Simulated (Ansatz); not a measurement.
The elements of this relaxed trial crystal are hidden behind letters.

```
lattice vectors (Å)
   3.7351    2.1564    6.0479
  -3.7351    2.1564    6.0479
   0.0000   -4.3129    6.0479
fractional positions
X 0.5000 0.5000 0.5000
Z 0.5000 0.0000 0.5000
Z 0.5000 0.5000 0.0000
Z 0.0000 0.5000 0.5000
Q 0.7465 0.7465 0.7465
Q 0.7451 0.2601 0.7451
Q 0.7451 0.7451 0.2601
Q 0.2601 0.7451 0.7451
Q 0.2535 0.2535 0.2535
Q 0.2549 0.7399 0.2549
Q 0.2549 0.2549 0.7399
Q 0.7399 0.2549 0.2549
```

All numbers below come from Ansatz 0.2.0, DFT PBE, scalar-relativistic, plane waves, PAW. Settings of the last relaxation (12-atom cell): 420 eV, 6×6×6 k points, Gaussian smearing of 0.02 eV, no spin polarisation.

```
Space group                               : R-3m (No. 166)
Conventional cell                         : a = 7.470 Å, c = 18.144 Å
Volume per atom                           : 24.36 Å³
Density                                   : 4.49 g/cm³
Formation energy                          : −0.626 eV/atom
Gap on the 6×6×6 mesh of the 12-atom cell : 0.72 eV
```

Energies are uncorrected and count from the elements' standard states at the same level.

Question: X is a d-block element of period 6, Z is a p-block element of period 5 and Q is a p-block element of period 3. Which elements are they?

Answer: X = Hf, Z = Sn, Q = S, so the formula is HfSn3S8. Density times volume gives a mean mass of 4.49 × 24.36/1.6605 = 65.9 u per atom, and this set has 65.9 u. Hf has 6 S at 2.58 Å; around Sn lie 6 S at 2.60–2.61 Å; around S on a site of symmetry 3m lie 3 Sn at 2.60 Å; 1 more site not described. Other sets within the hints have nearly the same mass, so mass alone doesn't settle it; this one was computed.

These runs have no spin–orbit coupling, which can matter for Hf. Kohn–Sham gaps at this level usually fall short of measured ones. A later test with randomly moved atoms came back to the same energy, though modes that don't fit the test's cell weren't probed.
